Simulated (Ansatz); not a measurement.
Ru (hcp (Mg type), P6_3/mmc), a = b = 2.7208 Å, c = 4.2952 Å, α = β = 90.00°, γ = 120.00°.

Relaxed with PBE.

Problem. Which orbitals make up the states near the Fermi level in PBE (plane waves, PAW; program Ansatz)?

Solution. Within 0.5 eV of the Fermi level: Ru 4d 93 %. Projections are on Löwdin-orthogonalised atomic valence shells; empty p or d shells of many metals are not among them.

Problem. Tabulate the density of states.

Solution. States/eV per cell of 2 atoms, in 0.25 eV bins, energy from the Fermi level.

| E (eV) | total | Ru 4d | Ru 5s | Ru 4p |
|---|---|---|---|---|
| -7.85 | 0.02 | 0.00 | 0.02 | 0.00 |
| -7.60 | 0.07 | 0.00 | 0.06 | 0.00 |
| -7.35 | 0.10 | 0.00 | 0.09 | 0.00 |
| -7.10 | 0.13 | 0.00 | 0.12 | 0.00 |
| -6.85 | 0.16 | 0.01 | 0.14 | 0.00 |
| -6.60 | 0.19 | 0.01 | 0.17 | 0.01 |
| -6.35 | 0.24 | 0.02 | 0.20 | 0.01 |
| -6.10 | 0.90 | 0.59 | 0.29 | 0.01 |
| -5.85 | 2.20 | 1.67 | 0.49 | 0.02 |
| -5.60 | 2.79 | 2.24 | 0.50 | 0.03 |
| -5.35 | 3.47 | 2.96 | 0.45 | 0.03 |
| -5.10 | 2.80 | 2.44 | 0.31 | 0.03 |
| -4.85 | 2.40 | 2.11 | 0.25 | 0.03 |
| -4.60 | 1.97 | 1.78 | 0.15 | 0.02 |
| -4.35 | 3.16 | 2.86 | 0.23 | 0.04 |
| -4.10 | 2.26 | 2.08 | 0.13 | 0.03 |
| -3.85 | 2.85 | 2.66 | 0.12 | 0.03 |
| -3.60 | 2.93 | 2.70 | 0.17 | 0.03 |
| -3.35 | 1.67 | 1.51 | 0.12 | 0.02 |
| -3.10 | 1.87 | 1.77 | 0.07 | 0.01 |
| -2.85 | 3.87 | 3.64 | 0.16 | 0.03 |
| -2.60 | 3.00 | 2.81 | 0.13 | 0.02 |
| -2.35 | 3.05 | 2.85 | 0.14 | 0.02 |
| -2.10 | 3.50 | 3.29 | 0.14 | 0.02 |
| -1.85 | 2.82 | 2.61 | 0.14 | 0.02 |
| -1.60 | 3.47 | 3.19 | 0.18 | 0.03 |
| -1.35 | 2.92 | 2.67 | 0.15 | 0.02 |
| -1.10 | 2.15 | 1.96 | 0.12 | 0.01 |
| -0.85 | 1.95 | 1.77 | 0.11 | 0.01 |
| -0.60 | 1.86 | 1.69 | 0.10 | 0.01 |
| -0.35 | 1.79 | 1.65 | 0.08 | 0.01 |
| -0.10 | 1.68 | 1.57 | 0.06 | 0.00 |
| 0.15 | 1.64 | 1.54 | 0.06 | 0.00 |
| 0.40 | 1.73 | 1.63 | 0.06 | 0.00 |
| 0.65 | 2.12 | 2.02 | 0.06 | 0.00 |
| 0.90 | 2.64 | 2.54 | 0.07 | 0.00 |
| 1.15 | 3.23 | 3.11 | 0.09 | 0.00 |
| 1.40 | 4.04 | 3.90 | 0.11 | 0.00 |
| 1.65 | 3.75 | 3.59 | 0.12 | 0.00 |
| 1.90 | 0.91 | 0.75 | 0.14 | 0.00 |
| 2.15 | 0.53 | 0.33 | 0.16 | 0.00 |
| 2.40 | 0.52 | 0.28 | 0.18 | 0.00 |
| 2.65 | 0.51 | 0.25 | 0.19 | 0.00 |
| 2.90 | 0.52 | 0.23 | 0.21 | 0.00 |
| 3.15 | 0.51 | 0.21 | 0.21 | 0.00 |
| 3.40 | 0.51 | 0.19 | 0.22 | 0.00 |
| 3.65 | 0.52 | 0.18 | 0.23 | 0.00 |
| 3.90 | 0.51 | 0.16 | 0.23 | 0.00 |
| 4.15 | 0.48 | 0.13 | 0.22 | 0.00 |
| 4.40 | 0.47 | 0.12 | 0.21 | 0.00 |
| 4.65 | 0.45 | 0.10 | 0.20 | 0.00 |

The cell was relaxed with PBE under the symmetry of its start. No spin polarisation was allowed. Axis ratios of metals converge slowly with the k-mesh, so a and c are less sure than the volume. Spin–orbit coupling is left out wherever it is not named.

Potentials: the earlier of the program's two PAW sets.
